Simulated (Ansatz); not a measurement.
## Energy against volume for HfO2 (baddeleyite type, space group P2_1/c)

HfO2 (baddeleyite type, space group P2_1/c)

Space group P2₁/c (No. 14); a = 5.114 Å, b = 5.182 Å, c = 5.296 Å, α = 90.00°, β = 99.46°, γ = 90.00°

```json
[
 {"atom": "Hf", "site": "4e", "symmetry": "1", "x": "0.2762", "y": "0.0419", "z": "0.2083"},
 {"atom": "O", "site": "4e", "symmetry": "1", "x": "0.0700", "y": "0.3338", "z": "0.3440"},
 {"atom": "O", "site": "4e", "symmetry": "1", "x": "0.5520", "y": "0.2577", "z": "0.0215"}
]
```

This relaxed cell (volume V₀) is scaled evenly in all directions, its shape held. The atoms relax within the cell's symmetry.

The numbers are results of r2SCAN (plane waves to 500 eV, PAW, scalar-relativistic; Ansatz, a program for electronic structure), not measurements. k mesh 5×5×5 (Γ-centred), Fermi-Dirac smearing 0.05 eV. E stands for the smeared free energy. Compression counts positive. The points do not follow one Birch-Murnaghan curve well, so no fit is quoted. HfO2 is run without spin polarisation. HfO2 was relaxed with its symmetry unable to fall. Spin-orbit coupling is left out, though Hf is heavy. The PAW data are Ansatz's earlier set. The zero of ΔE is the relaxed starting cell.

```tsv
V (Å³/atom)	ΔE (meV/atom)	P (GPa)
9.691	234.2	45.5
10.060	143.3	33.7
10.429	77.6	23.6
10.798	33.5	14.8
11.167	8.2	7.2
11.536	0.0	0.0
11.906	7.7	-6.5
12.275	29.2	-11.9
12.644	61.1	-15.4
13.013	97.6	-15.5
13.382	131.4	-13.8
```

Derived quantities:

```
Quantity                                        Result
--------------------------------------  --------------
Pressure at the smallest volume               45.5 GPa
Energy cost of the largest compression  234.2 meV/atom
Energy cost of the largest expansion    131.4 meV/atom
```

(Under strain, the slope of the energy per volume gives the stress and its curvature an elastic modulus.)
